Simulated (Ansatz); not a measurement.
BaTiO3:
```xyz
5
Lattice="3.9729 0.0000 0.0000 0.0000 3.9729 0.0000 0.0000 0.0000 4.1121" Properties=species:S:1:pos:R:3 pbc="T T T"
Ba     1.9865     1.9865     2.4055
Ti     0.0000     0.0000     0.4237
O      0.0000     1.9865     0.2588
O      1.9865     0.0000     0.2588
O      0.0000     0.0000     2.2455
```

x, y and z are the axes in which the lattice vectors are written.

### Question
Give the high-frequency dielectric tensor and the Born effective charge tensors of the independent atoms from DFPT, DFT-r²SCAN in the program Ansatz with PAW potentials.

### Answer

ε∞:
```
5.69  0.00  0.00
0.00  5.69  0.00
0.00  0.00  4.99
```
Z* of atom 1 (Ba), rows: field, columns: displacement, in e:
```
2.71  0.00  0.00
0.00  2.71  0.00
0.00  0.00  2.85
```
Z* of atom 2 (Ti), rows: field, columns: displacement, in e:
```
6.80  0.00  0.00
0.00  6.80  0.00
0.00  0.00  5.31
```
Z* of atom 3 (O), rows: field, columns: displacement, in e:
```
-2.09   0.00   0.00
 0.00  -5.45   0.00
 0.00   0.00  -1.92
```
Z* of atom 5 (O), rows: field, columns: displacement, in e:
```
-1.96   0.00   0.00
 0.00  -1.96   0.00
 0.00   0.00  -4.32
```

Static charges for comparison (Bader): Ba1 +1.58, Ti2 +2.29, O3 -1.30, O5 -1.26 e. Born charges measure polarisation by displacement and can exceed these by far.

Space group P4mm. The cell was relaxed with r²SCAN under the symmetry of its start. At this level the phase is dynamically unstable (imaginary phonons). The run is not spin-polarised. Scalar-relativistic: spin–orbit coupling is off unless named, which matters more the heavier the elements.

Potentials: the earlier of the program's two PAW sets. The files were generated under PBE; for other functionals the program regenerates the frozen cores, and for LDA and PBEsol the local potential too.
